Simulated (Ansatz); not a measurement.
Crystals of one structure type (zinc blende) and one family of elements, relaxed and computed with plane-wave PAW HSE06 (Ansatz code).

```tsv
crystal	V (Å³/atom)	B₀ by P(V) fit (GPa)
ZnS	19.96	75.0
CdS	25.49	59.4
HgS	25.98	59.4
CdSe	29.00	?
CdTe	35.35	39.6
```

Q: Fit a straight line to ln B₀ against ln V and predict the withheld value.

A: Least squares on the 4 shown rows: ln B₀ = -1.13 × ln V + (7.729), with a scatter of 3 %. For CdSe this gives 50.6. The run itself gave 50.4, within the scatter.

All cells were relaxed under the symmetry of their starts (and spin orders); stability against distortions was not tested throughout. Spin–orbit coupling is left out wherever it is not named.

Potentials: the later of the program's two PAW sets.
